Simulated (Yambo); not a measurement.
Yambo run on K₂PdCl₄ (space group P4/mmm, No. 123). The wavefunctions are norm-conserving PBEsol (Quantum ESPRESSO, 82 Ry, no spin-orbit coupling) ones on a 2×2×4 mesh (32 occupied bands); a = b = 7.0576 Å, c = 4.0964 Å, α = β = γ = 90.00°.

Yambo input:

```
rim_cut
gw0
dyson
el_el_corr
HF_and_locXC
cohsex
em1s
RandQpts= 1000000
RandGvec= 1 Ry
EXXRLvcs= 82 Ry
VXCRLvcs= 328 Ry
Chimod= "HARTREE"
% BndsRnXs
 5 | 217 |
%
NGsBlkXs= 6 Ry
% LongDrXs
 1.0 | 1.0 | 1.0 |
%
ExtendOut
% QPkrange
 7 | 7 | 32 | 33 |
 9 | 9 | 32 | 32 |
%
```

k points by index: 7 = M, 9 = A.

Resulting energies as the program prints them:

```
#    K-point    Band    Eo [eV]    E [eV]    E-Eo [eV]    Vxc [eV]    Vnlxc [eV]    Sc|Eo [eV]    Re(Z)    Im(Z)
#
    7    32    -0.062123    -2.944018    -2.881895    -19.87677    -25.18932    2.430657    1.000000    0.000000
    7    33    1.397740    1.847809    0.450068    -18.35573    -14.46070    -3.444963    1.000000    0.000000
    9    32    0.000000    -2.611784    -2.611784    -21.34069    -26.54475    2.592273    1.000000    0.000000
```
(The two width columns are left out.) Convergence of these settings isn't established.

Geometry of the Materials Project entry, not relaxed at this level.
